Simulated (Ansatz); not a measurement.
Below is a relaxed structure of MgCd₃Te₂. The cell was found from a structure generator's guess, not taken from experiment.

Theory: Ansatz 0.2.0, DFT PBE, scalar-relativistic, plane waves, PAW. Cutoff 420 eV, Γ-centred mesh, Gaussian smearing, no spin polarisation.

```
Mg Cd Te
1.0
     2.74952    1.58744    6.24679
    -2.74952    1.58744    6.24679
     0.00000   -3.17487    6.24679
Mg Cd Te
1 3 2
Direct
  0.00000 0.00000 0.00000
  0.66921 0.66921 0.66921
  0.33079 0.33079 0.33079
  0.50000 0.50000 0.50000
  0.83579 0.83579 0.83579
  0.16421 0.16421 0.16421
```

Energies over the elements count from the elements' standard structures at the same level, with no fitted energy shifts.

(1) Find its symmetry and describe it.

(2) What is its formation energy per atom?

(3) Is it a metal?

Answers

(1) R-3m (No. 166). Conventional cell: a = 5.499 Å, c = 18.740 Å. Mg is surrounded by 2 Te at 3.08 Å and 6 Cd at 3.18 Å; around Cd on a site of symmetry 3m lie 1 Te at 3.12 Å, 4 Cd at 3.17–3.18 Å and 3 Mg at 3.18 Å; Cd on a site of symmetry -3m is surrounded by 2 Cd at 3.17 Å and 6 Te at 3.18 Å; around Te lie 1 Mg at 3.08 Å, 4 Cd at 3.12–3.18 Å and 3 Te at 3.18 Å.

(2) −0.01 eV/atom. The formation energy is too near zero to say whether this cell lies below the elements.

(3) Yes, bands cross the Fermi level on the 12×12×12 mesh.

The last run used a 12×12×12 mesh for its 6-atom cell and Gaussian smearing of 0.10 eV. For metals, differences of a few meV/atom aren't resolved. Spin–orbit coupling, which can matter for Te, is left out. The reference form of Te is held partly by dispersion forces, which this level lacks. Symmetry constrained the relaxation, so the result can be a saddle point. Another cell of MgCd3Te2 relaxed alike, in R-3m, lies 62 meV/atom lower, so this cell isn't the stable form at this level.
